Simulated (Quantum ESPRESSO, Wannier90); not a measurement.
## GaSb (zinc blende): Wannier90 run

Cell from Materials Project (mp-1156), symmetrised, no further relaxation. COD (Crystallography Open Database) has an entry of this formula and space group (matched by these alone). Level: PBE, no spin polarisation, no spin-orbit coupling; pw.x of Quantum ESPRESSO at 64 Ry with PseudoDojo potentials, 10×10×10 k-points, Wannier90. Density: 10×10×10 mesh, Gaussian smearing 0.01 Ry. Spin-orbit coupling is left out although heavy elements are present.

```
begin unit_cell_cart
ang
    0.0000000000    3.0686050000    3.0686050000
    3.0686050000    0.0000000000    3.0686050000
    3.0686050000    3.0686050000    0.0000000000
end unit_cell_cart
mp_grid = 10 10 10
```

### Question
Which shells of neighbouring k-points and which b-vectors and weights does Wannier90 pick for this cell and mesh?

### Answer
```
 *---------------------------------- K-MESH ----------------------------------*
 +----------------------------------------------------------------------------+
 |                    Distance to Nearest-Neighbour Shells                    |
 |                    ------------------------------------                    |
 |          Shell             Distance (Ang^-1)          Multiplicity         |
 |          -----             -----------------          ------------         |
 |             1                   0.177325                      8            |
 |             2                   0.204757                      6            |
 |             3                   0.289570                     12            |
 |             4                   0.339551                     24            |
 |             5                   0.354650                      8            |
 |             6                   0.409514                      6            |
 |             7                   0.446258                     24            |
 |             8                   0.457851                     24            |
       ... (lines left out)
 +----------------------------------------------------------------------------+
 | The b-vectors are chosen automatically                                     |
 | The following shells are used:                       1                     |
 +----------------------------------------------------------------------------+
 |                        Shell   # Nearest-Neighbours                        |
 |                        -----   --------------------                        |
 |                          1               8                                 |
 +----------------------------------------------------------------------------+
 | Completeness relation is fully satisfied [Eq. (B1), PRB 56, 12847 (1997)]  |
 +----------------------------------------------------------------------------+
 |                  b_k Vectors (Ang^-1) and Weights (Ang^2)                  |
 |                  ----------------------------------------                  |
 |            No.         b_k(x)      b_k(y)      b_k(z)        w_b           |
 |            ---        --------------------------------     --------        |
 |             1         0.102379    0.102379   -0.102379    11.925930        |
 |             2         0.102379   -0.102379    0.102379    11.925930        |
 |             3        -0.102379    0.102379    0.102379    11.925930        |
 |             4         0.102379    0.102379    0.102379    11.925930        |
 |             5        -0.102379   -0.102379    0.102379    11.925930        |
 |             6        -0.102379    0.102379   -0.102379    11.925930        |
 |             7         0.102379   -0.102379   -0.102379    11.925930        |
 |             8        -0.102379   -0.102379   -0.102379    11.925930        |
```
